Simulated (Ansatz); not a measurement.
What a trial cell of Zr₂Br₃Cl relaxes into

The calculation used DFT PBE, scalar-relativistic, plane waves, PAW (Ansatz 0.2.0). Cutoff 420 eV, Gaussian smearing, Γ-centred meshes. Cell and atoms relax first on a coarse mesh and then on a finer one. In between, the cell is made exact in the group found at 0.06 Å. In metals the finer mesh still leaves noise of several meV/atom or more. The steps can't lower the symmetry of their start. Collinear spin is switched on along the way, since trial moments persisted in a coarse test.

The cell of Zr₂Br₃Cl is invented: random cell by space group and Wyckoff sites (P-6m2, No. 187). The dimensions are guesses.

```cif
data_structure
_symmetry_space_group_name_H-M 'P-6m2'
_symmetry_Int_Tables_number 187
_cell_length_a 4.4504
_cell_length_b 4.4504
_cell_length_c 10.4037
_cell_angle_alpha 90.000
_cell_angle_beta 90.000
_cell_angle_gamma 120.000
_cell_volume 178.45
loop_
_atom_site_label
_atom_site_type_symbol
_atom_site_symmetry_multiplicity
_atom_site_Wyckoff_symbol
_atom_site_fract_x
_atom_site_fract_y
_atom_site_fract_z
_atom_site_occupancy
Zr1 Zr 1 c 0.33333 0.66667 0.00000 1
Zr2 Zr 1 f 0.66667 0.33333 0.50000 1
Br1 Br 2 i 0.66667 0.33333 0.79950 1
Br2 Br 1 d 0.33333 0.66667 0.50000 1
Cl1 Cl 1 a 0.00000 0.00000 0.00000 1
```

The zero of energy is the elements' standard structures at the same level (Cl₂ as a molecule); no fitted shifts are applied. The references include crystalline Br.

Problem. What does it relax into?

Solution. The symmetry stays P-6m2 (No. 187). The volume per atom shrinks by 3.7 %, from 29.7 to 28.6 Å³. The shortest distance goes from 2.57 Å (Zr–Br and Zr–Cl) to 2.64 Å (Zr–Br and Zr–Cl). The ratio c/a of the conventional cell changes by a factor of 0.89. The energy falls by about 0.12 eV/atom (the start's value is from the coarse mesh). Conventional cell: a = 4.566 Å, c = 9.517 Å. Zr on its first site is surrounded by 3 Cl at 2.64 Å and 6 Br at 3.35 Å; around Zr on its second site lie 5 Br at 2.64–2.70 Å; Br on a site of symmetry 3m is surrounded by 1 Zr at 2.70 Å, 3 Cl at 3.35 Å and 3 Zr at 3.35 Å; Br on a site of symmetry -6m2 has 3 Zr at 2.64 Å; Cl is surrounded by 3 Zr at 2.64 Å and 6 Br at 3.35 Å.

```
Zr Br Cl
1.0
     4.56601    0.00000    0.00000
    -2.28300    3.95428    0.00000
     0.00000    0.00000    9.51696
Zr Br Cl
2 3 1
Direct
  0.33333 0.66667 0.00000
  0.66667 0.33333 0.50000
  0.66667 0.33333 0.78343
  0.66667 0.33333 0.21657
  0.33333 0.66667 0.50000
  0.00000 0.00000 0.00000
```

Problem. Give its energy and gap.

Solution.

| Item | Value |
| --- | --- |
| Formation energy | −0.67 eV/atom |
| Gap on the 12×12×4 mesh of the 6-atom cell | 0 eV (a metal) |
| Net moment per atom | 0.49 μB |
| Moment by site | Zr 1.1, 0.5 μB |

It lies below the elements, which doesn't yet make it stable against other compounds or structures.

The last run used collinear spin and Gaussian smearing of 0.10 eV. The reference form of Br is held partly by dispersion forces, which this level lacks. Another magnetic order may lie lower. Symmetry constrained the relaxation, so the result can be a saddle point. Site moments count only spheres around the atoms; the net moment includes the space between them.
